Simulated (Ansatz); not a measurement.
The relaxed structure here is a generated cell of SnS2: the first start was made by placing the elements on the sites of a structure type, and the end was not matched to a known phase here, so it may be hypothetical. Known forms of SnS2 include space group No. 164.

One stationary structure of SnS2. All values below come from PBEsol (plane waves to 420 eV, PAW, scalar-relativistic; Ansatz, a first-principles code).

```xyz
6
Lattice="5.8034 0.0000 0.0000 0.0000 6.1878 0.0000 0.0000 0.0000 3.7397" Properties=species:S:1:pos:R:3 pbc="T T T"
Sn     2.9017     3.0939     0.0000
Sn     0.0000     0.0000     1.8699
S      1.4536     0.8777     0.0000
S      1.4481     3.9716     1.8699
S      4.3553     2.2162     1.8699
S      4.3498     5.3101     0.0000
```

Task: Determine the symmetry and give the standard cell with its independent sites.

Result: Space group Pnnm (No. 58); a = 5.803 Å, b = 6.188 Å, c = 3.740 Å, α = 90.00°, β = 90.00°, γ = 90.00°

```tsv
atom	site	symmetry	x	y	z
Sn	2b	..2/m	0.0000	0.0000	0.5000
S	4g	..m	0.2505	0.1418	0.0000
```

This is the AFLOW prototype AB2_oP6_58_a_g (as in Fe2C).

Task: Give the shortest distances between elements (the closest pairs, up to four, under 3.6 Å).

Result: S–Sn 2.53 Å; S–S 3.39 Å.

| Property | Result |
|---|---|
| Volume per atom | 22.38 Å³ |
| Band gap | 0.35 eV, direct at Γ (no spin-orbit coupling) |

No spin polarisation in the result.

It was reached from a disturbed copy of a P4₂/mnm (No. 136) cell (rutile type), against which it lies -0.03 eV/atom.
